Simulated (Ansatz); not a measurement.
Bi2TeO2:
```xyz
5
Lattice="4.0360 0.0000 0.0000 -2.0180 3.4952 0.0000 0.0000 0.0000 7.3303" Properties=species:S:1:pos:R:3 pbc="T T T"
Bi     2.0180     1.1651     5.8520
Bi     0.0000     2.3302     1.4783
Te     0.0000     0.0000     3.6652
O      2.0180     1.1651     0.8385
O      0.0000     2.3302     6.4918
```

Relaxed with PBEsol.

Q: Give the optical modes at the zone centre with their infrared activity from DFPT, the program Ansatz at the PBEsol level (PAW).

A: Transverse frequencies, without the LO–TO term; a row sums one degenerate level.

```
ω (cm⁻¹)  degeneracy  IR ((D/Å)²/amu)     activity  symmetry
--------  ----------  ---------------  -----------  --------
52                 1            32.52           IR       A2u
67                 2             0.00  IR-inactive        Eg
80                 2            18.63           IR        Eu
147                1             0.00  IR-inactive       A1g
210                2            82.36           IR        Eu
286                2             0.00  IR-inactive        Eg
292                1            68.33           IR       A2u
361                1             0.00  IR-inactive       A1g
```

Q: How high does the top mode go among those that the LO–TO term moves?

A: 325 cm⁻¹ for q along x, 325 cm⁻¹ for q along y, 448 cm⁻¹ for q along z.

Space group P-3m1. The start of the workflow was typed in or built on a structure type; neither database checked (COD, Materials Project) lists it. Its standing as an ambient phase is unchecked. The cell was relaxed with PBEsol under the symmetry of its start; its stability against distortions is not shown here. The volume moved by 21 % from the start of the relaxation. Scalar-relativistic: spin–orbit coupling is off unless named, which matters more the heavier the elements.

Potentials: the later of the program's two PAW sets.
